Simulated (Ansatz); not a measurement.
ZnPtC₆N₆: ¹⁴N nuclear quadrupole resonance

Cell: a COD entry, ions relaxed with PBE at fixed cell.

```cif
data_ZnPtC6N6
_symmetry_space_group_name_H-M 'Fm-3m'
_symmetry_Int_Tables_number 225
_cell_length_a 10.5241
_cell_length_b 10.5241
_cell_length_c 10.5241
_cell_angle_alpha 90.000
_cell_angle_beta 90.000
_cell_angle_gamma 90.000
loop_
_atom_site_label
_atom_site_type_symbol
_atom_site_symmetry_multiplicity
_atom_site_Wyckoff_symbol
_atom_site_fract_x
_atom_site_fract_y
_atom_site_fract_z
Zn Zn 4 b 0.5000 0.5000 0.5000
Pt Pt 4 a 0.0000 0.0000 0.0000
C C 24 e 0.5000 0.5000 0.1902
N N 24 e 0.5000 0.5000 0.3001
```

One atom of each set is listed; the run and its k-mesh use a cell of 14 atoms with edges of 7.44, 7.44, 7.44 Å.

Method: Kohn–Sham DFT in Ansatz, PBE, plane waves and PAW, scalar-relativistic, 420 eV cutoff, Γ-centred 5×5×5 k-points, Fermi–Dirac smearing 0.05 eV.

¹⁴N: I = 1, Q = 20.44 mb (year-2017 value). Static lattice, zero field.

**Question.** The simulated lines lie at 2.16 MHz. What are |C_Q|, η and |V_zz| at N?

**Answer.** For I = 1 the lines are ν± = (3/4)|C_Q|(1 ± η/3) and ν₀ = |C_Q|η/2. Here |C_Q| = 2.87 MHz, η = 0.00 and |V_zz| = 5.81 × 10²¹ V/m². The calculation gives V_zz negative; the lines don't show the sign. The site has 1 C at 1.16 Å, 1 Zn at 2.10 Å, angle 180°; also 1 Pt at 3.16 Å.

An axis of threefold or higher order runs through N, so V_zz lies along it and η is zero.

The database entry as given showed forces above 3 eV/Å or a pressure above 30 GPa, though relaxing it moves no atom far.
